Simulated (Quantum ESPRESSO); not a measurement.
For atom 7 (O) of CdIn$_{2}$O$_{4}$ in Fd-3m, PBE PAW (JTH datasets; density from pw.x of a modified build of Quantum ESPRESSO, gradients reconstructed from it by a script) gives this field-gradient tensor in Cartesian axes (atomic units, 1 a.u. = 9.7174×10²¹ V/m²):

```
0.0000  0.0895  0.0895
0.0895  0.0000  0.0895
0.0895  0.0895  0.0000
```

The geometry is a computed Materials Project entry, not a measured one. It is CdIn2O4 in Fd-3m; whether this form has been observed was not checked. Stability against distortions was not tested. Forces on the atoms reach 0.10 eV/Å at this level.  Cores are frozen. Against all-electron runs on small test molecules, this scheme's |Vzz| missed by −17 % on In, −2 to +6 % on O. Spin–orbit coupling is left out, a limit on In.

Question: Find the principal values, η_Q, |C_Q|, ν_Q and P_Q for ¹⁷O (I = 5/2, |Q| = 0.0256 barn), and the second-order MAS shift at 21.1 T.

Answer: Eigenvalues (principal values) by size: Vxx = -0.0895, Vyy = -0.0895, Vzz = 0.1790 a.u. (they sum to zero).
η_Q = (Vxx − Vyy)/Vzz = 0.00.
|C_Q| = 234.96 MHz × |Q|/barn × |Vzz|/a.u. = 234.96 × 0.0256 × 0.1790 = 1.08 MHz.
Quadrupole frequency ν_Q = 3C_Q/[2I(2I − 1)] = 0.162 MHz, and P_Q = C_Q(1 + η²/3)^½ = 1.08 MHz.
At 21.1 T the Larmor frequency is ν0 = 121.8 MHz, and the second-order shift of the central transition's centre of gravity under MAS is −(3/40)(P_Q/ν0)²[I(I + 1) − 3/4]/[I²(2I − 1)²] × 10⁶ = -0.5 ppm.
